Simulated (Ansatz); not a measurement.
CdSe (wurtzite)

Space group P6₃mc (No. 186); a = 4.3827 Å, b = 4.3827 Å, c = 7.1545 Å, α = 90.00°, β = 90.00°, γ = 120.00°

| atom | site | symmetry | x | y | z |
|---|---|---|---|---|---|
| Cd | 2b | 3m. | 0.6667 | 0.3333 | 0.0005 |
| Se | 2b | 3m. | 0.3333 | 0.6667 | 0.1247 |

Two coordinates are scanned: the volume, and the ratio of the stretch along z (the conventional c axis) to the stretch across it. Atoms keep their fractional coordinates.

All values below come from PBE (plane waves to 420 eV, PAW, scalar-relativistic; Ansatz, a first-principles code). k mesh 9×9×5 (Γ-centred), Fermi-Dirac smearing 0.05 eV. E stands for the smeared free energy. As the atoms are clamped, bonds stretch with the cell, which overstates energies and stresses. CdSe was relaxed with its symmetry unable to fall.

Changes of ΔE (meV/atom) from the point V/V₀ = 1.000, (c/a)/(c/a)₀ = 1.000 when one coordinate moves alone (two changes are said to add if the coupling is within 5 % of the smaller one, nearly so within 20 %):

```json
[
 {"point": "V/V₀ = 1.000, (c/a)/(c/a)₀ = 0.920", "change": "35.89"},
 {"point": "V/V₀ = 1.000, (c/a)/(c/a)₀ = 0.947", "change": "14.99"},
 {"point": "V/V₀ = 1.000, (c/a)/(c/a)₀ = 0.973", "change": "3.53"},
 {"point": "V/V₀ = 0.960, (c/a)/(c/a)₀ = 1.000", "change": "7.19"},
 {"point": "V/V₀ = 0.973, (c/a)/(c/a)₀ = 1.000", "change": "3.12"},
 {"point": "V/V₀ = 0.987, (c/a)/(c/a)₀ = 1.000", "change": "0.76"},
 {"point": "V/V₀ = 1.013, (c/a)/(c/a)₀ = 1.000", "change": "0.70"},
 {"point": "V/V₀ = 1.027, (c/a)/(c/a)₀ = 1.000", "change": "2.78"},
 {"point": "V/V₀ = 1.040, (c/a)/(c/a)₀ = 1.000", "change": "6.12"},
 {"point": "V/V₀ = 1.000, (c/a)/(c/a)₀ = 1.027", "change": "3.15"},
 {"point": "V/V₀ = 1.000, (c/a)/(c/a)₀ = 1.053", "change": "11.92"},
 {"point": "V/V₀ = 1.000, (c/a)/(c/a)₀ = 1.080", "change": "25.46"}
]
```

Question: Do the two effects add at V/V₀ = 0.960, (c/a)/(c/a)₀ = 0.947? Give the computed change.

Answer: The sum of the single changes is 7.19 + (14.99) = 22.18; the calculation gives 24.18, so the coupling contributes 2.00 (over 20 % of the smaller single change, not additive).

(Under strain, the slope of the energy per volume gives the stress and its curvature an elastic modulus.)
